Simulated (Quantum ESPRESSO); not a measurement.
# Cu4Os2InGa: input and log of a self-consistent run

Computed values, not a measurement. The program is pw.x of Quantum ESPRESSO 7.5 (plane-wave density functional theory). The cell is made up: eight metal atoms on a hexagonal close-packed lattice, with elements, volume, strain and displacements drawn at random and not relaxed, so it may be unstable or far from any real phase. PseudoDojo standard norm-conserving files set the functional (PBE unless stated); there is no spin polarisation or spin-orbit coupling, the Fermi-Dirac width of 0.25 eV means electrons at about 2900 K, and the masses in the input are unused placeholders. The copper pseudopotential is less sure than most, with forces differing by about three percent and pressure by about two GPa from a second method on plain copper. Heavy elements are run without spin-orbit coupling, which real alloys of them have. A spin test at this wide smearing found no moment, but such smearing suppresses magnetism that the real alloy may have.

Input:

```
&control calculation='scf', pseudo_dir='./dojo.nc.sr.pbe.v0_5.standard.upf', outdir='./o', disk_io='minimal', tprnfor=.true., tstress=.true. /
&system ibrav=0, nat=8, ntyp=4, nbnd=77, ecutwfc=92.02030273, nosym=.true., tot_charge=0,
 occupations='smearing', smearing='fd', degauss=0.0183746611
/
&electrons conv_thr=1.470e-08, electron_maxstep=70, mixing_beta=0.5 /
ATOMIC_SPECIES
Cu 1.0 Cu.upf
Ga 1.0 Ga.upf
In 1.0 In.upf
Os 1.0 Os.upf
CELL_PARAMETERS angstrom
4.1064 -2.3951 -0.0024
-2.7129 0.038 -4.42
2.648 4.6353 -0.0006
ATOMIC_POSITIONS angstrom
Cu -0.0746 -0.0289 0.0416
Os 1.2964 2.337 0.0282
In -0.0214 1.5157 -2.2117
Os 1.3035 3.8686 -2.235
Cu 2.5696 -0.0182 -0.0265
Cu 3.9437 2.2836 0.0355
Ga 1.3157 -0.7366 -2.3099
Cu 2.6467 1.475 -2.2024
K_POINTS automatic
6 5 5 1 1 1
```

The log is shortened where brackets say so; the opening notice, blank lines, dates and the lines on written files are dropped, and the path of the files is cut. It prints rydbergs, bohrs and kilobars, and counts compression as positive stress. Its total energy is the free energy E - TS of the whole cell.

```
     Program PWSCF v.7.5
     Parallel version (MPI & OpenMP), running on       4 processor cores
     Number of MPI processes:                 4
     Threads/MPI process:                     1
     [start-up lines left out]
     bravais-lattice index     =            0
     lattice parameter (alat)  =       8.9835  a.u.
     unit-cell volume          =     757.1556 (a.u.)^3
     number of atoms/cell      =            8
     number of atomic types    =            4
     number of electrons       =       134.00
     number of Kohn-Sham states=           77
     kinetic-energy cutoff     =      92.0203  Ry
     charge density cutoff     =     368.0812  Ry
     scf convergence threshold =      1.5E-08
     mixing beta               =       0.5000
     number of iterations used =            8  plain     mixing
     Exchange-correlation= PBE
                           (   1   4   3   4   0   0   0)
     [axes and pseudopotential details left out]
   Cartesian axes
     site n.     atom                  positions (alat units)
         1        Cu     tau(   1) = (  -0.0156926  -0.0060793   0.0087508  )
         2        Os     tau(   2) = (   0.2727056   0.4916022   0.0059320  )
         3        In     tau(   3) = (  -0.0045016   0.3188367  -0.4652446  )
         4        Os     tau(   4) = (   0.2741992   0.8137836  -0.4701459  )
         5        Cu     tau(   5) = (   0.5405310  -0.0038285  -0.0055744  )
         6        Cu     tau(   6) = (   0.8295813   0.4803692   0.0074676  )
         7        Ga     tau(   7) = (   0.2767655  -0.1549483  -0.4859015  )
         8        Cu     tau(   8) = (   0.5567495   0.3102752  -0.4632883  )
     number of k points=    75  Fermi-Dirac smearing, width (Ry)=  0.0184
                       cart. coord. in units 2pi/alat
        k(    1) = (   0.1171406   0.0356155  -0.1791452), wk =   0.0266667
        k(    2) = (   0.2068496   0.1894754  -0.2328839), wk =   0.0266667
     [further k points left out]
     Dense  grid:    90201 G-vectors     FFT dimensions: (  60,  60,  64)
     Estimated max dynamical RAM per process >     425.55 MB
     Estimated total dynamical RAM >       1.60 GB
     Initial potential from superposition of free atoms
     starting charge     133.9917, renormalised to     134.0000
     Starting wfcs are   78 randomized atomic wfcs
     total cpu time spent up to now is        7.4 secs
     per-process dynamical memory:   346.4 Mb
     Self-consistent Calculation
     iteration #  1     ecut=    92.02 Ry     beta= 0.50
     Davidson diagonalization with overlap
     ethr =  1.00E-02,  avg # of iterations =  5.2
     total cpu time spent up to now is       30.3 secs
     total energy              =   -2202.42845767 Ry
     estimated scf accuracy    <       8.00646323 Ry
     iteration #  2     ecut=    92.02 Ry     beta= 0.50
     Davidson diagonalization with overlap
     ethr =  5.97E-03,  avg # of iterations =  2.9
     total cpu time spent up to now is       48.9 secs
     total energy              =   -2205.30376455 Ry
     estimated scf accuracy    <      25.78165897 Ry
     iteration #  3     ecut=    92.02 Ry     beta= 0.50
     Davidson diagonalization with overlap
     ethr =  5.97E-03,  avg # of iterations =  3.0
     total cpu time spent up to now is       65.3 secs
     total energy              =   -2207.26526792 Ry
     estimated scf accuracy    <       2.14837011 Ry
     iteration #  4     ecut=    92.02 Ry     beta= 0.50
     Davidson diagonalization with overlap
     ethr =  1.60E-03,  avg # of iterations =  1.9
     total cpu time spent up to now is       79.9 secs
     total energy              =   -2207.28075150 Ry
     estimated scf accuracy    <       0.72265248 Ry
     iteration #  5     ecut=    92.02 Ry     beta= 0.50
     Davidson diagonalization with overlap
     ethr =  5.39E-04,  avg # of iterations =  2.2
     total cpu time spent up to now is       94.9 secs
     total energy              =   -2207.26476776 Ry
     estimated scf accuracy    <       0.43413877 Ry
     [iterations 6 to 12 left out]
     iteration # 13     ecut=    92.02 Ry     beta= 0.50
     Davidson diagonalization with overlap
     ethr =  1.90E-09,  avg # of iterations =  2.0
     total cpu time spent up to now is      223.6 secs
     total energy              =   -2207.31296380 Ry
     estimated scf accuracy    <       0.00000183 Ry
     iteration # 14     ecut=    92.02 Ry     beta= 0.50
     Davidson diagonalization with overlap
     ethr =  1.37E-09,  avg # of iterations =  2.0
     total cpu time spent up to now is      238.5 secs
     total energy              =   -2207.31296403 Ry
     estimated scf accuracy    <       0.00000006 Ry
     iteration # 15     ecut=    92.02 Ry     beta= 0.50
     Davidson diagonalization with overlap
     ethr =  4.34E-11,  avg # of iterations =  3.8
     total cpu time spent up to now is      256.3 secs
     total energy              =   -2207.31296404 Ry
     estimated scf accuracy    <       0.00000004 Ry
     iteration # 16     ecut=    92.02 Ry     beta= 0.50
     Davidson diagonalization with overlap
     ethr =  3.01E-11,  avg # of iterations =  2.0
     total cpu time spent up to now is      271.1 secs
     total energy              =   -2207.31296403 Ry
     estimated scf accuracy    <       0.00000013 Ry
     iteration # 17     ecut=    92.02 Ry     beta= 0.50
     Davidson diagonalization with overlap
     ethr =  3.01E-11,  avg # of iterations =  2.0
     total cpu time spent up to now is      285.7 secs
     End of self-consistent calculation
     [lines on levels left out]
!    total energy              =   -2207.31296404 Ry
     estimated scf accuracy    <          2.1E-09 Ry
     smearing contrib. (-TS)   =      -0.07861177 Ry
     internal energy E=F+TS    =   -2207.23435228 Ry
     The total energy is F=E-TS. E is the sum of the following terms:
     one-electron contribution =   -1030.84406062 Ry
     hartree contribution      =     608.71940598 Ry
     xc contribution           =    -351.30529957 Ry
     ewald contribution        =   -1433.80439806 Ry
     convergence has been achieved in  17 iterations
     Forces acting on atoms (cartesian axes, Ry/au):
     atom    1 type  1   force =    -0.00154036   -0.00291438    0.00351077
     atom    2 type  4   force =    -0.00814579    0.02395897   -0.02933007
     atom    3 type  3   force =    -0.00683507    0.03949991    0.02501497
     atom    4 type  4   force =    -0.01448861   -0.00614750    0.04297694
     atom    5 type  1   force =     0.00362952   -0.00204797   -0.01450854
     atom    6 type  1   force =     0.02825826    0.00067431   -0.03119330
     atom    7 type  2   force =    -0.01468400   -0.07294310   -0.00211265
     atom    8 type  1   force =     0.01380604    0.01991974    0.00564187
     Total force =     0.118369     Total SCF correction =     0.000200
     Computing stress (Cartesian axis) and pressure
          total   stress  (Ry/bohr**3)                   (kbar)     P=       31.70
   0.00031080   0.00015600   0.00006713           45.72       22.95        9.87
   0.00015600   0.00029726   0.00016927           22.95       43.73       24.90
   0.00006713   0.00016927   0.00003852            9.87       24.90        5.67
     init_run     :      6.82s CPU      7.12s WALL (       1 calls)
     electrons    :    271.59s CPU    278.31s WALL (       1 calls)
     forces       :      2.64s CPU      2.66s WALL (       1 calls)
     stress       :      9.38s CPU      9.38s WALL (       1 calls)
     [timing details left out]
     PWSCF        :   4m50.73s CPU   4m57.79s WALL
     JOB DONE.
```

In other units: free energy -30032.023 eV for the cell, pressure 3.17 GPa, largest force component 1.875 eV/Å in size. The run took 300 s of wall time with four MPI processes on a shared machine (Intel Xeon, 2023 or later, virtual cores), so the time is rough. A rerun of this cell at a higher cutoff and on a denser mesh moved values by no more than 0.003 eV in energy, 0.02 GPa in stress and 0.004 eV/Å in force, and a second program with other atomic files agreed on that cell to 2 % rms in force and 0.5 GPa in pressure.